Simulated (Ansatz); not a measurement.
CuI:
```
CELL_PARAMETERS angstrom
      0.00000     3.01145     3.01145
      3.01145     0.00000     3.01145
      3.01145     3.01145     0.00000
ATOMIC_POSITIONS crystal
  I  0.75000 0.75000 0.75000
  Cu 0.00000 0.00000 0.00000
```

Relaxed with r²SCAN.

**Question.** Give the Bader charges and basin volumes of the independent atoms, plane-wave PAW r²SCAN (Ansatz code).

**Answer.** 

```tsv
atom	Bader charge (e)	Bader volume (Å³)
I1	-0.38	38.0
Cu2	+0.38	16.7
```

Space group F-43m (zinc blende). The cell was relaxed with r²SCAN under the symmetry of its start. No spin polarisation was allowed. Scalar-relativistic: spin–orbit coupling is off unless named, which matters more the heavier the elements.

Potentials: the later of the program's two PAW sets.
